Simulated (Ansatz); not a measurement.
Consider the following.

Rb₂NiF₆ (space group Fm-3m)

```
Rb2NiF6
1.0
    0.00000     4.21059     4.21059
    4.21059     0.00000     4.21059
    4.21059     4.21059     0.00000
Rb Ni F
2 1 6
Direct
  0.75000   0.75000   0.75000
  0.25000   0.25000   0.25000
  0.00000   0.00000   0.00000
  0.78805   0.21195   0.78805
  0.21195   0.78805   0.21195
  0.78805   0.21195   0.21195
  0.21195   0.78805   0.78805
  0.78805   0.78805   0.21195
  0.21195   0.21195   0.78805
```

E(V) scan at fixed shape, V₀ the volume above. The atoms relax within the cell's symmetry.

All values below come from PBEsol (plane waves to 420 eV, PAW, scalar-relativistic; Ansatz, a program for electronic structure). k mesh 7×7×7 (Γ-centred), Fermi-Dirac smearing 0.05 eV. E stands for the smeared free energy. Stress and pressure are positive under compression. Rb2NiF6 is run without spin polarisation and with no Hubbard U. Rb2NiF6 was relaxed with its symmetry unable to fall. The zero of ΔE is the relaxed starting cell.

The scan covers V/V₀ from 0.840 to 1.160 in 9 points.

### Question
What is the fitted pressure derivative B₀′?

### Answer
5.6.

### Question
What bulk modulus B₀ follows from a third-order Birch-Murnaghan fit?

### Answer
19.6 GPa.

(A scan under strain: stresses follow from slopes of the energy per volume, elastic moduli from its curvatures.)
